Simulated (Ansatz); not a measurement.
All numbers below come from DFT PBE, scalar-relativistic, plane waves, PAW in Ansatz. Plane waves to 420 eV, a 6×6×6 mesh through Γ for the 8-atom cell and 0.02 eV Gaussian smearing; no spin polarisation.

Energies over the elements count from the elements' standard structures at the same level, with no fitted energy shifts.

Question: Find a candidate cubic semiconductor with formula Al3InAs4, with a gap near 1.2 eV, a formation energy near −0.41 eV/atom and a density near 4.14 g/cm³, in a cell of 8 atoms. Its symmetry should be P-43m (No. 215).

Answer: Al3InAs4, space group P-43m (No. 215). Al is surrounded by 4 As at 2.49 Å; In is surrounded by 4 As at 2.63 Å; As is surrounded by 3 Al at 2.49 Å and 1 In at 2.63 Å.

```yaml
crystal:
  lattice:
    - [5.83549, 0.00000, 0.00000]
    - [0.00000, 5.83549, 0.00000]
    - [0.00000, 0.00000, 5.83549]
  atoms:
    - { symbol: Al, position: [0.50000, 0.00000, 0.00000] }
    - { symbol: Al, position: [0.00000, 0.00000, 0.50000] }
    - { symbol: Al, position: [0.00000, 0.50000, 0.00000] }
    - { symbol: In, position: [0.50000, 0.50000, 0.50000] }
    - { symbol: As, position: [0.76063, 0.23937, 0.76063] }
    - { symbol: As, position: [0.76063, 0.76063, 0.23937] }
    - { symbol: As, position: [0.23937, 0.23937, 0.23937] }
    - { symbol: As, position: [0.23937, 0.76063, 0.76063] }
```

| Item | Value |
| --- | --- |
| Volume per atom | 24.84 Å³ |
| Density | 4.14 g/cm³ |
| Energy over the elements | −0.415 eV/atom |
| Gap on the 6×6×6 mesh of the 8-atom cell | 1.16 eV |

The structure comes from a generated guess, relaxed at this level; another structure or a mixture of phases may lie lower. The answer needn't be unique; the calculation gave this one.

Kohn–Sham gaps at this level usually fall short of measured ones. The reference form of As is held partly by dispersion forces, which this level lacks. Symmetry constrained the relaxation, so the result can be a saddle point.
